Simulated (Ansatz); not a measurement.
The geometry is COD entry 1534878, unchecked; take it as a test cell.

An input for Ti and the output that it gave: DFT, LDA, all-electron LAPW, scalar-relativistic (Ansatz 0.2.0).

Command: `ansatz run input.yaml --threads 1 --pin off --max-ram 3072MiB --backend cpu --events-out ev --progress --plain --runs-dir out` The run took 9.6 s on 1 thread of Arm Neoverse V1, with other jobs on the host, peak memory 0.27 GiB.

```yaml
crystal:
  lattice:
    - [0.0, 2.03, 2.03]
    - [2.03, 0.0, 2.03]
    - [2.03, 2.03, 0.0]
  atoms:
    - { symbol: Ti, position: [0.0, 0.0, 0.0] }
kpoints:
  mp_grid: { grid: [14, 14, 14] }
  band_path:
    path:
      - [0.0, 0.0, 0.0]
      - [0.5, 0.0, 0.5]
      - [0.625, 0.25, 0.625]
      - [0.375, 0.375, 0.75]
      - [0.0, 0.0, 0.0]
      - [0.5, 0.5, 0.5]
      - [0.5, 0.25, 0.75]
      - [0.5, 0.0, 0.5]
    npoints: 14
scf:
  occupations: { method: fermi_dirac, width: 0.05 }
hamiltonian:
  xc: lda
  pseudopotentials: { kind: all_electron, lapw: { basis_error: 0.00025 } }
output:
  forces: true
  stress: true
  eigenvalues: true
  populations: true
  dos: { projected: true, de: 0.2, e_range: [-14, 8] }
```

The log:

```
Ti: projections on atomic orbitals take those of the free atom 1s2 2s2 2p6 3s2 3p6 3d2 4s2, of charge +0.00 (hamiltonian.pseudopotentials.projection_atoms)
LAPW: plane waves up to 8.249 Å⁻¹, error target 2.5e-4 eV per atom; small_component_spin mean_spin; Ti in spheres of 1.435 Å, 12 of its electrons in bands, Dirac shells []
Engine: ansatz 0.2.0
Pseudopotentials: kind: all_electron
Pseudopotential: Ti, LAPW, valence charge 12, Koelling and Harmon's equation, gaussian nucleus
Functional definition: SPW92
  exchange = slater_x
  correlation = pw_c
Crystal: 1 atoms, lattice volume = 16.731 Å³
Basis set: ecut = 259.2380267754421 eV, 169 PW (Γ), exchange–correlation at level 2
Bands: 10, of which v1, the nominal top of the filled ones, is band 6 counted from 1 (5 counted from 0)
Symmetry: 48 space group operations
Space group: Fm-3m (ITA 225), of the structure as read, at distance tolerance 2.6e-5 Å
k-points: 104 of 2744
Non-local potential: Ti, projectors of the file, none
Initial density: superposition of atomic densities (chi_scale 0.1, normalization cell)
Initial wavefunctions: plane waves of lowest kinetic energy (no species holds an atomic orbital)
Functional: x = slater, c = lda
iter 1 solved again at ethr=3.25e-4 eV; its pass at ethr=1.00e-1 eV (dr2=3.91e-2 eV) is discarded
SCF iter   1: F=—  HF=-23184.161652 eV  |F-HF|=—  |Δ(HF+E_count)|=         —  Δρ=1.98e-2  dr2=3.98e-2  ethr=3.25e-4  ⟨swp⟩=2.9  Hψ=7781  notcnv=0
preconditioner: auto → none  [metal: Δε(μ)=0.008 eV  Ē_g=4.593 eV  σ=0.050 eV  W_gap=0.04  n_scr=0 (ndim 8)  ℏωp=18.2 eV  f_vac=0.000  D(μ)=1.75/eV (n_scr^D=14)]
iter 2 solved again at ethr=6.83e-6 eV; its pass at ethr=3.25e-4 eV (dr2=8.19e-4 eV) is discarded
SCF iter   2: F=—  HF=-23184.021092 eV  |F-HF|=—  |Δ(HF+E_count)|=   1.41e-1  Δρ=2.71e-3  dr2=8.20e-4  ethr=6.83e-6  ⟨swp⟩=2.1  Hψ=5614  notcnv=0
SCF iter   3: F=—  HF=-23184.008649 eV  |F-HF|=—  |Δ(HF+E_count)|=         —  Δρ=2.88e-3  dr2=7.61e-4  ethr=6.83e-6  ⟨swp⟩=3.0  Hψ=3453  notcnv=0
the basis was enlarged: its passes take 243.8 KiB over the memory plan, 1 of 1 planned eigensolver slots
SCF iter   4: F=—  HF=-23184.008348 eV  |F-HF|=—  |Δ(HF+E_count)|=   3.01e-4  Δρ=2.45e-4  dr2=5.37e-6  ethr=6.34e-6  ⟨swp⟩=2.0  Hψ=3047  notcnv=0
SCF iter   5: F=—  HF=-23184.008345 eV  |F-HF|=—  |Δ(HF+E_count)|=   3.23e-6  Δρ=2.71e-5  dr2=8.65e-8  ethr=4.48e-8  ⟨swp⟩=2.0  Hψ=3047  notcnv=0
SCF iter   6: F=-23184.008344 eV  HF=-23184.008344 eV  |F-HF|=3.73e-9  |Δ(HF+E_count)|=   2.64e-7  Δρ=2.82e-6  dr2=9.07e-10  ethr=7.21e-10  ⟨swp⟩=2.4  Hψ=3100  notcnv=0
SCF 1 converged in 6 iterations: F = -23184.008344 eV  dr2 = 9.07e-10
NSCF: frozen V_eff on 99 k-points
SCF converged after 6 iterations
Free energy (F): -23184.008344 eV
Harris-Foulkes:  -23184.008344 eV  (|F-HF|=3.73e-9)
Internal energy: -23183.993447 eV  (E = F + TS)
E sigma→0 (E₀):  -23184.000896 eV
Entropy (-TS):   -0.014897 eV (-14.897 meV/atom)
Fermi energy:    13.979685 eV
--- Per-component energies (eV) ---
  E_band       = -145.229306
  E_kinetic    = 23393.529086
  E_xc         = -1097.875827
  E_electrostatic = -45479.646706  (all electrons and nuclei)
  E_smearing   = -0.014897  (= −TS)
  E_closure    = 0.000000  (closes the sum)
  E_atoms      = -23176.557099  (free atoms, spherical and without spin; not in F)
  Σ components = -23184.008344   (vs F -23184.008344, Δ=0.00e0)
  Basis errors (estimates in eV, not in F): energy 2.9e-5 per atom: plane waves 1.9e-5 (1.0e-5 summed), levels above the bands 2.5e-72, relativity 2.6e-9, radial functions 1.0e-5, core shells 3.1e-8; eigenvalues (radial functions only) 3.8e-7; not estimated: angular momenta, meshes, grids; target (lapw.basis_error) 2.5e-4; muffin-tin radii Ti 1.435 Å
--- Forces (eV/Å), atoms counted from 1 ---
  atom   1  Ti    -0.00000000    -0.00000000    -0.00000000
  max |Σ_I F_I| component: 6.98e-32 eV/Å
--- Stress (GPa, compression-positive) ---
       -4.872036      -0.000000       0.000000
       -0.000000      -4.872036      -0.000000
        0.000000      -0.000000      -4.872036
  P = ⅓ Tr σ = -4.8720 GPa (-48.720 kbar)
--- Band table (eV; the first three rows and the last of 104) ---
  k-point 0: bands = ["-42.0436", "-18.1663", "-18.1663", "-18.1663", "7.8956", "14.8559", "14.8559", "14.8559", "16.5533", "16.5533"]
  k-point 1: bands = ["-42.0362", "-18.2065", "-18.1712", "-18.1712", "8.0665", "14.7503", "14.9185", "14.9185", "16.5130", "16.5130"]
  k-point 2: bands = ["-42.0156", "-18.3184", "-18.1851", "-18.1851", "8.5579", "14.4813", "15.0614", "15.0614", "16.4466", "16.4466"]
  k-point 103: bands = ["-41.8436", "-18.7200", "-18.6190", "-18.4510", "12.2976", "13.2190", "14.0188", "16.2585", "18.0280", "22.0025"]
--- Löwdin populations: 1 site ---
  site symbol       q [e]
     0     Ti     21.8855
  spilling = 0.005205 (of n_electrons = 22.000000)
```
